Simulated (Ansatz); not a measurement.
NbSi in space group P-6m2 (No. 187; Nb on 1a, Si on 1f) at seven volumes, the program Ansatz at the PBE level (PAW), shape and atoms relaxed at each. One row is withheld.

| V (Å³/atom) | P (GPa) |
|---|---|
| 14.751 | ? |
| 15.237 | 11.22 |
| 15.723 | 5.15 |
| 16.210 | 0.00 |
| 16.696 | -4.39 |
| 17.182 | -8.20 |
| 17.669 | -11.57 |

### Question
Fit the shown pressures and predict the withheld one.

### Answer
P = (3/2)B₀(x^(7/2) − x^(5/2))[1 + (3/4)(B′ − 4)(x − 1)] with x = (V₀/V)^(2/3). Least squares on the six rows gives V₀ = 16.212 Å³/atom, B₀ = 159 GPa, B′ = 4.02. At V = 14.751, x = 1.0650 and P = 18.16 GPa. The run itself gave 18.34 GPa.

The cell is a constructed one: a structure type filled with these elements; neither database checked (COD, Materials Project) lists it. Whether it is the stable phase at ambient conditions was not checked. The cell was relaxed with PBE under the symmetry of its start; whether a distortion lowers the energy is not shown. No spin polarisation was allowed.

Potentials: the later of the program's two PAW sets.
